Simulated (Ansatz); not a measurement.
## Vacancy on the Cd site of ScCd₃ in the Ni3Sn-type structure

Computed with Ansatz (plane waves, PAW, 420 eV cutoff): PBEsol, scalar-relativistic, no spin polarisation, Γ-centred 3×3×2 mesh, 0.05 eV Gaussian smearing. The datasets are Ansatz's generated set soft_2.

The start was a prototype's sites filled with these elements; the Crystallography Open Database holds the compound in this structure.

One Cd atom is removed from a 1×1×2 supercell (16 sites) at the volume of the relaxed crystal; the cell stays neutral and its atoms are relaxed. The perfect supercell:

```xyz
16
Lattice="6.2591 0.0000 0.0000 -3.1296 5.4205 0.0000 0.0000 0.0000 9.6274" Properties=species:S:1:pos:R:3 pbc="T T T"
Sc    0.0000    3.6137    1.2034
Sc    3.1296    1.8068    3.6103
Cd    3.1296    3.6150    1.2034
Cd   -1.5659    4.5178    3.6103
Cd    1.5636    0.9028    1.2034
Cd    0.0000    1.8055    3.6103
Cd    4.6955    0.9028    1.2034
Cd    1.5659    4.5178    3.6103
Sc    0.0000    3.6137    6.0171
Sc    3.1296    1.8068    8.4240
Cd    3.1296    3.6150    6.0171
Cd   -1.5659    4.5178    8.4240
Cd    1.5636    0.9028    6.0171
Cd    0.0000    1.8055    8.4240
Cd    4.6955    0.9028    6.0171
Cd    1.5659    4.5178    8.4240
```

Q: What does it cost to form the vacancy, with the atom put into elemental Cd in its standard state?

A: 1.36 eV. So small a cell and so coarse a mesh can leave errors of tenths of an eV, and no corrections are included. The vacancy's nearest images are 6.3 Å away.

The relaxed cell with the vacancy (pressure -1.5 GPa against -0.2 GPa without it; gap zero (metallic) against zero (metallic)):

```xyz
15
Lattice="6.2591 0.0000 0.0000 -3.1296 5.4205 0.0000 0.0000 0.0000 9.6274" Properties=species:S:1:pos:R:3 pbc="T T T"
Sc    0.0128    3.6211    1.3074
Sc    3.1710    1.8308    3.6103
Cd    3.0965    3.6608    1.2151
Cd   -1.6486    4.5433    3.6103
Cd    1.5873    0.9164    1.2052
Cd   -0.0192    1.7212    3.6103
Cd    4.7186    0.8512    1.2151
Sc    0.0128    3.6211    5.9132
Sc    3.1297    1.8069    8.4240
Cd    3.0965    3.6608    6.0055
Cd   -1.5431    4.5009    8.4240
Cd    1.5873    0.9164    6.0154
Cd   -0.0032    1.8337    8.4240
Cd    4.7186    0.8512    6.0055
Cd    1.5534    4.5106    8.4240
```

A hop into the vacancy was tried too, but its band gave no sound barrier (unconverged, held by symmetry or too near the vacancy's images), so it is left out.

The k-mesh is coarse, so small energy differences aren't converged.
